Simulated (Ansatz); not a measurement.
Problem. BAs (NiAs type, P6_3/mmc) is relaxed with PBE in the plane-wave PAW code Ansatz. What lattice parameters of the conventional cell result?

Solution. a = 3.263 Å, c = 5.447 Å.

Problem. Is it a metal or does it have a gap at this level?

Solution. No gap at this level.

The start of the workflow was typed in or built on a structure type; neither database checked (COD, Materials Project) lists it. It is not the phase usual at ambient conditions (space group No. 216). The cell was relaxed with PBE under the symmetry of its start; its stability against distortions is not shown here. Its formation energy is positive at this level, so the cell may be metastable or incomplete. Spin–orbit coupling is left out wherever it is not named.

Potentials: the earlier of the program's two PAW sets.
